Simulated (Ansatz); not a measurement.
**Calculated ⁷³Ge NMR of the central transition for La2GeO5**

Cell: a computed structure from the Materials Project (it need not be an observed phase), atoms as given.

```cif
data_La2GeO5
_symmetry_space_group_name_H-M 'P2_1/c'
_symmetry_Int_Tables_number 14
_cell_length_a 9.6081
_cell_length_b 7.4727
_cell_length_c 7.1014
_cell_angle_alpha 90.000
_cell_angle_beta 107.410
_cell_angle_gamma 90.000
loop_
_atom_site_label
_atom_site_type_symbol
_atom_site_symmetry_multiplicity
_atom_site_Wyckoff_symbol
_atom_site_fract_x
_atom_site_fract_y
_atom_site_fract_z
La1 La 4 e 0.3825 0.6446 0.0836
La3 La 4 e 0.9783 0.3752 0.7653
Ge Ge 4 e 0.2980 0.4117 0.5402
O13 O 4 e 0.5919 0.7727 0.4473
O14 O 4 e 0.1102 0.1376 0.9903
O16 O 4 e 0.8862 0.1212 0.5510
O19 O 4 e 0.6307 0.0451 0.7501
O22 O 4 e 0.2913 0.9236 0.8557
```

One atom of each set is listed.

Computed with Ansatz: DFT, PBE, plane waves and PAW, scalar-relativistic, 420 eV cutoff, Γ-centred 3×3×4 k-points, Fermi–Dirac smearing 0.02 eV.

⁷³Ge has I = 9/2 and Q = -196.0 mb (Pyykkö 2018); at 9.4 T its Larmor frequency is ν₀ = 14.0 MHz. Only the quadrupole interaction is simulated: positions count from each site's isotropic chemical shift, and shift anisotropy, dipolar and J coupling are left out.

Problem. Simulate the second-order pattern (static powder, Gaussian broadening 40 kHz) of site Ge (4 O at 1.72–1.78 Å).

Solution. The calculation gives C_Q = -31.7 MHz and η = 0.83, so ν_Q = 1.32 MHz and the centre of gravity lies at -8719 ppm (-122 kHz).

| offset (kHz) | height |
| --- | --- |
| -661.6 | 0 |
| -628.7 | 4 |
| -595.8 | 21 |
| -562.8 | 31 |
| -529.9 | 32 |
| -496.9 | 34 |
| -464.0 | 35 |
| -431.0 | 36 |
| -398.1 | 38 |
| -365.2 | 40 |
| -332.2 | 42 |
| -299.3 | 44 |
| -266.3 | 47 |
| -233.4 | 50 |
| -200.5 | 54 |
| -167.5 | 59 |
| -134.6 | 66 |
| -101.6 | 77 |
| -68.7 | 96 |
| -35.8 | 96 |
| -2.8 | 91 |
| 30.1 | 100 |
| 63.1 | 94 |
| 96.0 | 60 |
| 129.0 | 39 |
| 161.9 | 34 |
| 194.8 | 32 |
| 227.8 | 30 |
| 260.7 | 28 |
| 293.7 | 19 |
| 326.6 | 3 |
| 359.5 | 0 |

The largest force is 0.4 eV/Å, so the atoms aren't at the calculated equilibrium and relaxing them would move these values.
